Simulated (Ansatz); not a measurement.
**What a change of settings does: Rh (fcc type)**

First run: DFT, LDA, PAW with Ansatz's default frozen-core files, scalar-relativistic (Ansatz 0.2.0).

Command: `ansatz run input.yaml --threads 1 --pin off --max-ram 3584MiB --backend cpu --events-out ev --progress --plain --runs-dir out` It took 5.9 s on 1 thread of Intel(R) Xeon(R) Platinum 8375C CPU @ 2.90GHz (Ice Lake), with other jobs on the host, peak memory 0.42 GiB.

```yaml
crystal:
  lattice:
    - [1.8775657068, 1.8775657068, 0.0]
    - [-1.8775657068, 1.8775657068, 0.0]
    - [0.0, 0.0, 3.7551314135]
  atoms:
    - { symbol: Rh, position: [0.0, 0.0, 0.0] }
    - { symbol: Rh, position: [0.5, 0.5, 0.5] }
kpoints:
  mp_grid: { grid: [15, 15, 11] }
scf:
  occupations: { method: fermi_dirac, width: 0.1 }
hamiltonian:
  xc: lda
  pseudopotentials: { kind: paw }
output:
  forces: true
  stress: true
  eigenvalues: true
  write_density: true
  write_potential: true
  elf: true
  volumetric_format: npy
```

The base cell comes from a relaxation on PAW files under the same functional.

This run: bulk in the slab's orientation.

It converges in 6 SCF iterations at a pressure of 0.01 GPa, cutoff 420 eV.

A second input differs as follows:

```diff
   atoms:
-    - { symbol: Rh, position: [0.0, 0.0, 0.0] }
+    - { symbol: RHx, position: [0.0, 0.0, 0.0] }
   occupations: { method: fermi_dirac, width: 0.1 }
+  max_iter: 100
 hamiltonian:
   eigenvalues: true
-  write_density: true
-  write_potential: true
-  elf: true
-  volumetric_format: npy
```

**Question.** What is wrong with it, and what does the program do?

**Answer.** The change was made to test an unknown element. The run is refused before any iteration. The log ends:
```
Error: YAML parse error: error: line 7 column 17: `RHx` is not an element symbol (H … Og, case-exact)
 --> <input>:7:17
  |
5 |     - [0.0, 0.0, 3.7551314135]
6 |   atoms:
7 |     - { symbol: RHx, position: [0.0, 0.0, 0.0] }
  |                 ^ `RHx` is not an element symbol (H … Og, case-exact)
8 |     - { symbol: Rh, position: [0.5, 0.5, 0.5] }
9 | kpoints:
  |
```
